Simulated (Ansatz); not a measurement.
Given:

MnBr₂:
```yaml
crystal:
  lattice:
    - [1.92490, 1.11134, 6.32319]
    - [-1.92490, 1.11134, 6.32319]
    - [0.00000, -2.22268, 6.32319]
  atoms:
    - { symbol: Mn, position: [0.00000, 0.00000, 0.00000] }
    - { symbol: Br, position: [0.74624, 0.74624, 0.74624] }
    - { symbol: Br, position: [0.25376, 0.25376, 0.25376] }
```
The run is spin-polarised.

This is the r²SCAN+D4-relaxed structure.

Question: All from r²SCAN+D4 in the plane-wave PAW code Ansatz, unless another level is named. Give the Bader charges.

Answer: Mn +1.33, Br -0.66 e.

Question: Next, the net moment?

Answer: 1.67 μB per atom.

Space group R-3m. The first step of the workflow began from a Materials Project structure, measured or hypothetical; the Crystallography Open Database copy checked does not list it. COD files the formula under space group No. 164. Its standing as an ambient phase is unchecked. The cell was relaxed with r²SCAN+D4 under the symmetry of its start; its stability against distortions is not shown here. The final state is ferromagnetic, chosen from 4 collinear starts compared on coarse meshes (ties went to the first, and starts can fall back to one state), not a proven ground state. Other orbital occupations within this spin state were not tried. No Hubbard U is applied.

Potentials: the later of the program's two PAW sets.
